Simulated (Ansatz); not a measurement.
According to plane-wave PAW r²SCAN (Ansatz code), BP in the hexagonal phase (P6_422; B on 3c, P on 3d) relaxes to a = 3.276 Å, c = 7.005 Å. Against the elements it lies at 0.066 eV/atom, with no fitted shifts.

It is gapped at this level: 0.23 eV (indirect). The valence maximum lies at Γ and the conduction minimum at M (3 equivalent valleys). HSE06 on the same cell gives 0.62 eV. Electrons at the band edge weigh 0.18, 0.27, 0.31 mₑ (principal values). The hole mass is 0.33, 0.42, 0.42 mₑ (principal values).

An equation-of-state fit gives a bulk modulus of 177 GPa. The relaxed-ion elastic constants in GPa are C11 = 434, C12 = 43.2, C13 = 61.6, C33 = 393, C44 = 212. The elastic constants imply a Debye temperature near 1150 K. Bader charges are B +0.48, P -0.48 e.

The start of the workflow was typed in or built on a structure type; neither database checked (COD, Materials Project) lists it. It is not the phase usual at ambient conditions (space group No. 216). The r²SCAN relaxation kept the symmetry of its start; its stability against distortions is not shown here. The references are the lowest solids computed at this level, not always the standard phases.

Potentials: the earlier of the program's two PAW sets.
